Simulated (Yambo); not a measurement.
TiO2: sweep of GW parameters

G0W0@PBEsol for TiO2 (space group P2_1/c, No. 14) in Yambo. Reference settings: 4×2×2 Γ-centred k mesh, bands 5 to 242 and a 8 Ry block in the screening, 242 bands in G with the Bruneval-Gonze terminator, plasmon pole fitted at 27.2 eV. The PBEsol gap Γ → (-0.5, 0, 0) on this mesh is 2.28 eV; G0W0 gaps are taken between the same points.

```json
[
 {"change from the reference": "reference settings", "G0W0 gap Γ → (-0.5, 0, 0) (eV)": "3.65", "shift of the valence edge (eV)": "-0.15", "rough Yambo cost": "1"},
 {"change from the reference": "106 bands in W, 106 bands in G", "G0W0 gap Γ → (-0.5, 0, 0) (eV)": "3.66", "shift of the valence edge (eV)": "0.02", "rough Yambo cost": "about 1/3"},
 {"change from the reference": "164 bands in W, 164 bands in G", "G0W0 gap Γ → (-0.5, 0, 0) (eV)": "3.65", "shift of the valence edge (eV)": "-0.09", "rough Yambo cost": "within a factor of two"},
 {"change from the reference": "106 bands in G", "G0W0 gap Γ → (-0.5, 0, 0) (eV)": "3.61", "shift of the valence edge (eV)": "-0.14", "rough Yambo cost": "–"},
 {"change from the reference": "125 bands in W", "G0W0 gap Γ → (-0.5, 0, 0) (eV)": "3.67", "shift of the valence edge (eV)": "-0.03", "rough Yambo cost": "about 1/3"},
 {"change from the reference": "3 Ry block", "G0W0 gap Γ → (-0.5, 0, 0) (eV)": "4.00", "shift of the valence edge (eV)": "-0.14", "rough Yambo cost": "within a factor of two"},
 {"change from the reference": "pole fitted at 55 eV", "G0W0 gap Γ → (-0.5, 0, 0) (eV)": "3.67", "shift of the valence edge (eV)": "-0.22", "rough Yambo cost": "–"},
 {"change from the reference": "no random integration", "G0W0 gap Γ → (-0.5, 0, 0) (eV)": "3.65", "shift of the valence edge (eV)": "-0.20", "rough Yambo cost": "–"},
 {"change from the reference": "106 bands in G, no terminator", "G0W0 gap Γ → (-0.5, 0, 0) (eV)": "3.75", "shift of the valence edge (eV)": "0.53", "rough Yambo cost": "–"},
 {"change from the reference": "164 bands in G, no terminator", "G0W0 gap Γ → (-0.5, 0, 0) (eV)": "3.76", "shift of the valence edge (eV)": "0.23", "rough Yambo cost": "–"},
 {"change from the reference": "no terminator", "G0W0 gap Γ → (-0.5, 0, 0) (eV)": "3.74", "shift of the valence edge (eV)": "0.06", "rough Yambo cost": "–"}
]
```

The reference isn't shown to be the converged limit. Costs are rough (shared machines), scaled to the same edge states, and given only for runs that recompute the screening.

Geometry of the Materials Project entry, not relaxed at this level; primitive cell a = 4.813 Å, b = 4.872 Å, c = 5.041 Å, α = 90.00°, β = 99.86°, γ = 90.00°.

This is not the ordinary phase of the substance.

A shift is the quasiparticle energy of the state minus its PBEsol energy.
